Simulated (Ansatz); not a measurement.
Relaxing Te₂₃Mo₁₂Br

Computed with Ansatz, DFT LDA, scalar-relativistic, plane waves, PAW. (420 eV cutoff, 2×2×2 k-mesh, shifted by half a step, Gaussian smearing of 0.01 eV, no spin polarisation)

What was changed: Br on a Te site (Wyckoff letter f), charge +1, atoms relaxed at the host's cell.

In a supercell of 36 atoms the defect feels its periodic images.

Spin polarisation was left out.

Command:

```bash
ansatz run input.yaml --threads 4 --pin off --max-ram 8192MiB --backend cpu --events-out ev --progress --plain --runs-dir out
```

Input:

```yaml
crystal:
  lattice:
    - [-3.4728898966, -6.01522175, 0.0]
    - [8.6822247415, -3.007610875, 0.0]
    - [0.0, 0.0, 13.7686885652]
  atoms:
    - { symbol: Br, position: [0.5548621678, 0.2288525517, 0.6298109461] }
    - { symbol: Te, position: [0.2228187207, 0.8912421783, 0.6165194545] }
    - { symbol: Te, position: [0.3894568886, 0.5573885079, 0.6193486334] }
    - { symbol: Te, position: [0.056070293, 0.2227758053, 0.61884743] }
    - { symbol: Te, position: [0.7228399575, 0.8912963168, 0.6175355087] }
    - { symbol: Te, position: [0.8890400471, 0.555783683, 0.6180919779] }
    - { symbol: Te, position: [0.6108444528, 0.4441161472, 0.1192148899] }
    - { symbol: Te, position: [0.2769002603, 0.1099916999, 0.1193060792] }
    - { symbol: Te, position: [0.4440222752, 0.7770992552, 0.1195819292] }
    - { symbol: Te, position: [0.1107156115, 0.4435870711, 0.1193560719] }
    - { symbol: Te, position: [0.7777475716, 0.1100000229, 0.1191423976] }
    - { symbol: Te, position: [0.9439843253, 0.7770092086, 0.1198206263] }
    - { symbol: Te, position: [0.6103224004, 0.4427169598, 0.3803594518] }
    - { symbol: Te, position: [0.2783082741, 0.1109205348, 0.3804332613] }
    - { symbol: Te, position: [0.4441972426, 0.7769365103, 0.3807037536] }
    - { symbol: Te, position: [0.1107498735, 0.4433566522, 0.380600682] }
    - { symbol: Te, position: [0.7767867342, 0.1109110728, 0.380583326] }
    - { symbol: Te, position: [0.9437765435, 0.77707614, 0.3806691546] }
    - { symbol: Te, position: [0.5555452094, 0.2228901714, 0.8834442155] }
    - { symbol: Te, position: [0.221692123, 0.8916882281, 0.8803000794] }
    - { symbol: Te, position: [0.3913076893, 0.557851647, 0.8786451006] }
    - { symbol: Te, position: [0.0556539836, 0.2216707496, 0.8789826912] }
    - { symbol: Te, position: [0.7243048093, 0.8919027527, 0.8794394035] }
    - { symbol: Te, position: [0.8876729412, 0.5573323897, 0.8794631222] }
    - { symbol: Mo, position: [0.5555120327, 0.2216944419, 0.2491937801] }
    - { symbol: Mo, position: [0.2221490826, 0.8883877874, 0.2503106092] }
    - { symbol: Mo, position: [0.3886628489, 0.5548230167, 0.2500667155] }
    - { symbol: Mo, position: [0.0551459014, 0.2214006132, 0.2500325834] }
    - { symbol: Mo, position: [0.7218064199, 0.8886738873, 0.2501885595] }
    - { symbol: Mo, position: [0.8885058484, 0.5545928664, 0.2501663413] }
    - { symbol: Mo, position: [0.6125142275, 0.4426494244, 0.7497059749] }
    - { symbol: Mo, position: [0.2818946564, 0.107982824, 0.7469648111] }
    - { symbol: Mo, position: [0.4447263587, 0.782575366, 0.748625974] }
    - { symbol: Mo, position: [0.1105241732, 0.4449991304, 0.7495700221] }
    - { symbol: Mo, position: [0.7741083374, 0.1130809279, 0.7478168705] }
    - { symbol: Mo, position: [0.9456405411, 0.7798839605, 0.7479416673] }
  host:
    lattice:
      - [3.4728898966, 0.0, 0.0]
      - [-1.7364449483, 3.007610875, 0.0]
      - [0.0, 0.0, 13.7686885652]
    atoms:
      - { symbol: Te, position: [0.3333333333, 0.6666666667, 0.6195395448] }
      - { symbol: Te, position: [0.6666666667, 0.3333333333, 0.1195395448] }
      - { symbol: Te, position: [0.6666666667, 0.3333333333, 0.3804604552] }
      - { symbol: Te, position: [0.3333333333, 0.6666666667, 0.8804604552] }
      - { symbol: Mo, position: [0.3333333333, 0.6666666667, 0.25] }
      - { symbol: Mo, position: [0.6666666667, 0.3333333333, 0.75] }
total_charge: 1
basis:
  ecutwfc: 420
  xc_grid: 2
kpoints:
  mp_grid: { grid: [2, 2, 2], shift: [0.5, 0.5, 0.5] }
hamiltonian:
  xc: lda
scf:
  occupations: { method: gaussian, width: 0.01 }
output:
  forces: true
  stress: false
  eigenvalues: true
  charged_corrections:
    defect_position: [0.55555556, 0.22222222, 0.61953954]
    epsilon: [[21.9436, 0.0, 0.0], [0.0, 21.9436, 0.0], [0.0, 0.0, 12.3381]]
  write_density: true
  write_potential: true
  elf: true
  volumetric_format: npy
relax:
  adjacent_minimum: "off"
  f_tol: 0.025
  max_steps: 45
```

F is the free energy.

At step 2 the energy rises: a step can overshoot before the optimiser corrects it.

Steps:

```
step F − F(1) (eV) largest force component (eV/Å)
   1         0.0000                           0.654
   2         0.1101                           1.224
   3        -0.0414                           0.035
   4        -0.0417                           0.014
```

Relaxed structure:

```yaml
crystal:
  lattice:
    - [-3.47289, -6.01522, 0.00000]
    - [8.68222, -3.00761, 0.00000]
    - [0.00000, 0.00000, 13.76869]
  atoms:
    - { symbol: Br, position: [0.55572, 0.22287, 0.63133] }
    - { symbol: Te, position: [0.22325, 0.88997, 0.61722] }
    - { symbol: Te, position: [0.38913, 0.55605, 0.61839] }
    - { symbol: Te, position: [0.05558, 0.22201, 0.61841] }
    - { symbol: Te, position: [0.72172, 0.88991, 0.61711] }
    - { symbol: Te, position: [0.88885, 0.55529, 0.61819] }
    - { symbol: Te, position: [0.61121, 0.44537, 0.11961] }
    - { symbol: Te, position: [0.27717, 0.11109, 0.11967] }
    - { symbol: Te, position: [0.44433, 0.77827, 0.11996] }
    - { symbol: Te, position: [0.11098, 0.44484, 0.11983] }
    - { symbol: Te, position: [0.77808, 0.11114, 0.11966] }
    - { symbol: Te, position: [0.94433, 0.77812, 0.12009] }
    - { symbol: Te, position: [0.61076, 0.44395, 0.38031] }
    - { symbol: Te, position: [0.27871, 0.11203, 0.38031] }
    - { symbol: Te, position: [0.44436, 0.77806, 0.38056] }
    - { symbol: Te, position: [0.11099, 0.44458, 0.38046] }
    - { symbol: Te, position: [0.77702, 0.11209, 0.38031] }
    - { symbol: Te, position: [0.94426, 0.77815, 0.38066] }
    - { symbol: Te, position: [0.55555, 0.22229, 0.88214] }
    - { symbol: Te, position: [0.22194, 0.89024, 0.87909] }
    - { symbol: Te, position: [0.39049, 0.55632, 0.87912] }
    - { symbol: Te, position: [0.05509, 0.22054, 0.87867] }
    - { symbol: Te, position: [0.72319, 0.89037, 0.87908] }
    - { symbol: Te, position: [0.88787, 0.55682, 0.87886] }
    - { symbol: Mo, position: [0.55557, 0.22259, 0.24935] }
    - { symbol: Mo, position: [0.22223, 0.88925, 0.25042] }
    - { symbol: Mo, position: [0.38894, 0.55578, 0.25025] }
    - { symbol: Mo, position: [0.05552, 0.22234, 0.25024] }
    - { symbol: Mo, position: [0.72216, 0.88934, 0.25039] }
    - { symbol: Mo, position: [0.88871, 0.55571, 0.25034] }
    - { symbol: Mo, position: [0.61057, 0.44221, 0.74881] }
    - { symbol: Mo, position: [0.28127, 0.11211, 0.74847] }
    - { symbol: Mo, position: [0.44499, 0.77978, 0.74836] }
    - { symbol: Mo, position: [0.11097, 0.44396, 0.74924] }
    - { symbol: Mo, position: [0.77459, 0.11217, 0.74842] }
    - { symbol: Mo, position: [0.94469, 0.77953, 0.74747] }
```

The run converged. It took 4.4 min on 4 threads of Arm Neoverse V2 (shared host), peak memory 4.9 GiB.